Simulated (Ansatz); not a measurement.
The relaxed structure here is a generated cell of AlAu: the first start was made by placing the elements on the sites of a structure type, and the end was not matched to a known phase here, so it may be hypothetical.

One starting cell of AlAu (a generated trial cell of AlAu in the AFLOW prototype AB_oP2_25_b_a (as in CdTe)) was relaxed twice with Ansatz (plane waves, PAW, scalar-relativistic): with PBEsol at 420 eV and with PBE at 420 eV. The PBEsol result:

```yaml
crystal:
  lattice:
    - [2.74110, 0.00000, 0.00000]
    - [0.00000, 3.21181, 0.00000]
    - [0.00000, 0.00000, 4.37618]
  atoms:
    - { symbol: Al, position: [0.50000, 0.00000, 0.50000] }
    - { symbol: Au, position: [0.00000, 0.00000, 0.00000] }
```

```csv
quantity,PBEsol,PBE
space group,Pmmm,Pmmm
volume (Å³/atom),19.26,(withheld)
a (Å),2.741,(withheld)
b (Å),3.212,(withheld)
c (Å),4.376,(withheld)
"gap (eV, no spin-orbit coupling)",0.00,(withheld)
```

Problem. What does PBE give for the same quantities?

Solution. 
- volume (Å³/atom), PBE: 20.41
- a (Å), PBE: 2.776
- b (Å), PBE: 3.336
- c (Å), PBE: 4.408
- gap (eV, no spin-orbit coupling), PBE: 0.00

Both levels end in the same structure; PBE's volume is 6.0 % larger. Neither column is exact.

No spin polarisation in the result.

The run could not lower the symmetry of its start; a shaken copy of this end point relaxes with PBEsol to C2/m (No. 12) at a tolerance of 0.01 Å, R-3m (No. 166) at 0.1 Å, 0.22 eV/atom lower.

Ansatz is a program for electronic structure.
